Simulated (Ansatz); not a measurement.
This NaAu7 structure is the end of a relaxation. The cell was found from a structure generator's guess, not taken from experiment.

All numbers below come from DFT PBE, scalar-relativistic, plane waves, PAW (Ansatz). Cutoff 420 eV, Γ-centred mesh, Gaussian smearing, no spin polarisation.

```
Na Au
1.0
     0.00000    4.16982    4.16982
     4.16982    0.00000    4.16982
     4.16982    4.16982    0.00000
Na Au
1 7
Direct
  0.00000 0.00000 0.00000
  0.50000 0.50000 0.50000
  0.00000 0.50000 0.00000
  0.50000 0.00000 0.00000
  0.00000 0.50000 0.50000
  0.50000 0.00000 0.50000
  0.00000 0.00000 0.50000
  0.50000 0.50000 0.00000
```

Formation energies are uncorrected and refer to the elements' standard structures at the same level.

Question: What space group does it have?

Answer: Fm-3m (No. 225). Conventional cell: a = 8.340 Å. Around Na lie 12 Au at 2.95 Å; around Au on a site of symmetry m-3m lie 12 Au at 2.95 Å; around Au on a site of symmetry mmm lie 10 Au at 2.95 Å and 2 Na at 2.95 Å.

Question: How far does it lie from the elements in energy?

Answer: −0.10 eV/atom. Whether it is stable depends on the other phases of the system, which aren't compared here.

Question: Is it a metal?

Answer: Yes, bands cross the Fermi level on the 8×8×8 mesh.

The last run used an 8×8×8 mesh for its 8-atom cell and Gaussian smearing of 0.10 eV. Spin–orbit coupling, which can matter for Au, is left out. Symmetry constrained the relaxation, so the result can be a saddle point.
